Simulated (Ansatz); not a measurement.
Geometry optimisation in Ansatz: input, command and trajectory.

```yaml
crystal:
  lattice:
    - [-2.4998259065, 3.9479247187, 4.2920903532]
    - [2.4998259065, -3.9479247187, 4.2920903532]
    - [2.4998259065, 3.9479247187, -4.2920903532]
  atoms:
    - { symbol: K, position: [0.3050086091, 0.5550086091, 0.75] }
    - { symbol: K, position: [0.6949913909, 0.4449913909, 0.25] }
    - { symbol: Hg, position: [0.1003013374, 0.1616335508, 0.9386677866] }
    - { symbol: Hg, position: [0.7229657642, 0.1616335508, 0.5613322134] }
    - { symbol: Hg, position: [0.2770342358, 0.8383664492, 0.4386677866] }
    - { symbol: Hg, position: [0.8996986626, 0.8383664492, 0.0613322134] }
basis:
  ecutwfc: 420
kpoints:
  mp_grid: { grid: [8, 8, 8] }
hamiltonian:
  xc: pbesol
scf:
  occupations: { method: gaussian, width: 0.1 }
output:
  forces: true
  stress: true
  eigenvalues: true
relax:
  adjacent_minimum: "off"
  f_tol: 0.01
  max_steps: 30
  cell: { stress_tol: 0.1, fix: [volume] }
```

```bash
ansatz run input.yaml --threads 1 --pin off --max-ram 2560MiB --backend cpu --events-out ev --progress --plain --runs-dir out
```

The calculation used DFT PBEsol, scalar-relativistic, plane waves, PAW in Ansatz.

The volume is held at 0.94 times that of the relaxed cell.

Of 5 frames 4 are shown, positions in Å and forces in eV/Å; the SCF threshold varies from step to step. Steps run on the plane waves of an earlier cell, with a Pulay correction in the pressure. The basis is chosen afresh for the last frame, the zero of the energies, and at times for earlier ones too; energy and pressure can step there, also at an unchanged geometry. Where two frames share a geometry here, they differ by under 2 meV/atom and 0.3 GPa.

```xyz
6
Lattice="-2.4998 3.9479 4.2921 2.4998 -3.9479 4.2921 2.4998 3.9479 -4.2921" Properties=species:S:1:pos:R:3:forces:R:3 pbc="T T T" step=1 free_energy_over_end_meV_per_atom=0.48 pressure_GPa=1.64
K     2.4998    1.9740    0.4722    0.0000    0.0000    0.0224
K     0.0000    1.9740    3.8199    0.0000    0.0000   -0.0224
Hg    2.4998    3.4637   -2.9046    0.0000    0.0342   -0.0119
Hg    0.0000    4.4322    1.3875    0.0000   -0.0342   -0.0119
Hg    2.4998   -0.4843    2.9046    0.0000    0.0342    0.0119
Hg    0.0000    0.4843    7.1967    0.0000   -0.0342    0.0119
6
Lattice="-2.5045 3.9361 4.2970 2.5045 -3.9361 4.2970 2.5045 3.9361 -4.2970" Properties=species:S:1:pos:R:3:forces:R:3 pbc="T T T" step=2 free_energy_over_end_meV_per_atom=0.24 pressure_GPa=1.59
K     2.5045    1.9680    0.4735    0.0000    0.0000    0.0036
K     0.0000    1.9680    3.8235    0.0000    0.0000   -0.0036
Hg    2.5045    3.4622   -2.9086    0.0000    0.0083    0.0008
Hg    0.0000    4.4099    1.3884    0.0000   -0.0083    0.0008
Hg    2.5045   -0.4738    2.9086    0.0000    0.0083   -0.0008
Hg    0.0000    0.4738    7.2056    0.0000   -0.0083   -0.0008
6
Lattice="-2.5107 3.9118 4.3130 2.5107 -3.9118 4.3130 2.5107 3.9118 -4.3130" Properties=species:S:1:pos:R:3:forces:R:3 pbc="T T T" step=3 free_energy_over_end_meV_per_atom=0.05 pressure_GPa=1.53
K     2.5107    1.9559    0.4673    0.0000    0.0000   -0.0044
K     0.0000    1.9559    3.8457    0.0000    0.0000    0.0044
Hg    2.5107    3.4524   -2.9183    0.0000   -0.0041    0.0054
Hg    0.0000    4.3712    1.3947    0.0000    0.0041    0.0054
Hg    2.5107   -0.4594    2.9183    0.0000   -0.0041   -0.0054
Hg    0.0000    0.4594    7.2313    0.0000    0.0041   -0.0054
6
Lattice="-2.5125 3.8960 4.3274 2.5125 -3.8960 4.3274 2.5125 3.8960 -4.3274" Properties=species:S:1:pos:R:3:forces:R:3 pbc="T T T" step=5 free_energy_over_end_meV_per_atom=0.00 pressure_GPa=1.51
K     2.5125    1.9480    0.4605    0.0000    0.0000   -0.0008
K     0.0000    1.9480    3.8668    0.0000    0.0000    0.0008
Hg    2.5125    3.4449   -2.9270    0.0000   -0.0031    0.0034
Hg    0.0000    4.3471    1.4004    0.0000    0.0031    0.0034
Hg    2.5125   -0.4511    2.9270    0.0000   -0.0031   -0.0034
Hg    0.0000    0.4511    7.2543    0.0000    0.0031   -0.0034
```

The run took 2.6 min on 1 thread of Intel(R) Xeon(R) Platinum 8488C (Sapphire Rapids), with other jobs on the host, peak memory 0.93 GiB.

Spin–orbit coupling is left out, which can shift energies with elements as heavy as these.